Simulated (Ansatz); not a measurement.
V (Im-3m), two-dimensional strain map

These are results of Ansatz, DFT PBEsol, scalar-relativistic, plane waves, PAW, not measurements. Settings: plane waves to 420 eV, k-mesh 22×22×22 (Γ-centred), Gaussian smearing 0.15 eV. No spin polarisation. Energies are free energies at this smearing, counted from the undisturbed cell; pressure is positive in compression.

The undisturbed cell (as given, not relaxed at this level; it stands at -11.6 GPa):

```yaml
crystal:
  lattice:
    - [-1.51300, 1.51300, 1.51300]
    - [1.51300, -1.51300, 1.51300]
    - [1.51300, 1.51300, -1.51300]
  atoms:
    - { symbol: V, position: [0.00000, 0.00000, 0.00000] }
```

The cell is strained by p along both x and y and by q along z, fractional coordinates fixed. Points are written (p, q).

Energy above the undisturbed cell in meV/atom (a dash: not computed):

| p \ q | -0.080 | 0.000 | 0.080 |
| --- | --- | --- | --- |
| -0.080 | 260.4 | 80.7 | 68.1 |
| 0.000 | -8.5 | 0.0 | 133.9 |
| 0.080 | 162.5 | 317.7 | – |

Pressure in GPa:

```
 p \ q  -0.080  0.000  0.080
-0.080    50.4   24.3    7.0
 0.000     3.8  -11.6  -21.1
 0.080   -19.3  -27.9      –
```